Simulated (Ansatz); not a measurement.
Crystals of one structure type (zinc blende) and one family of elements, relaxed and computed with plane-wave PAW LDA (Ansatz code).

```json
[
 {"crystal": "ZnS", "V (Å³/atom)": "18.58", "gap (eV)": "2.13"},
 {"crystal": "ZnSe", "V (Å³/atom)": "21.57", "gap (eV)": "?"},
 {"crystal": "CdS", "V (Å³/atom)": "23.84", "gap (eV)": "0.95"},
 {"crystal": "CdSe", "V (Å³/atom)": "27.10", "gap (eV)": "0.40"}
]
```

Fit a straight line to E_g against V and predict the withheld value.

Least squares on the 3 shown rows: E_g = -0.205 × V + (5.911), with a scatter of 0.05. For ZnSe this gives 1.49. The run itself gave 1.25, outside the scatter: the line misses something about this case.

All cells were relaxed under the symmetry of their starts (and spin orders); stability against distortions was not tested throughout. Spin–orbit coupling is left out wherever it is not named.

Potentials: the later of the program's two PAW sets.
